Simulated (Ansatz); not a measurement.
## Property card for CaTaO3

CaTaO$_{3}$:
Space group P4mm (No. 99); a = 4.0053 Å, b = 4.0053 Å, c = 3.9909 Å, α = 90.00°, β = 90.00°, γ = 90.00°

| atom | site | symmetry | x | y | z |
|---|---|---|---|---|---|
| Ta | 1b | 4mm | 0.5000 | 0.5000 | 0.5242 |
| Ca | 1a | 4mm | 0.0000 | 0.0000 | 0.1351 |
| O | 2c | 2mm. | 0.0000 | 0.5000 | 0.5054 |
| O | 1b | 4mm | 0.5000 | 0.5000 | 0.0202 |

Space group P4mm (No. 99); conventional cell a = b = 4.005 Å, c = 3.991 Å, α = β = γ = 90.00°.

Method: PBEsol (plane waves, PAW; program Ansatz). Structure relaxed to zero pressure with the same functional. Other levels are named where they apply.

### Cell and energy

```yaml
volume_per_atom: 12.80 Å³
density: 6.98 g/cm³
Formation energy from the elements (no fitted shifts): -2.82 eV/atom
```

### Electronic structure

```yaml
electronic_character: metallic (no gap)
Density of states at the Fermi level: 0.23 states/eV per atom (mean over ±0.08 eV)
Gap with spin–orbit coupling: none (metallic)
```

### Mechanics

```yaml
Bulk modulus (Birch–Murnaghan fit): 1650 kbar
Pressure derivative B′: 4.1
```

### Phonons

```yaml
highest_zone_centre_frequency: 651 cm⁻¹
zone_centre_stability: no imaginary mode at Γ
```

The start of the workflow was typed in or built on a structure type; neither database checked (COD, Materials Project) lists it. Whether it is the stable phase at ambient conditions was not checked. Symmetry was held in the PBEsol relaxation. The run is not spin-polarised. The volume moved by -22 % from the start of the relaxation. With an odd number of electrons in the cell and no spin polarisation, the count alone makes it a metal. As this level gives no gap, phonon frequencies hold no LO–TO term and depend on the k-mesh and smearing (Fermi–Dirac, 0.1 eV here). The references are the lowest solids computed at this level, not always the standard phases (solids in place of the gases). Spin–orbit coupling is left out wherever it is not named.

Potentials: the earlier of the program's two PAW sets. The files were generated under PBE; for other functionals the program regenerates the frozen cores, and for LDA and PBEsol the local potential too.
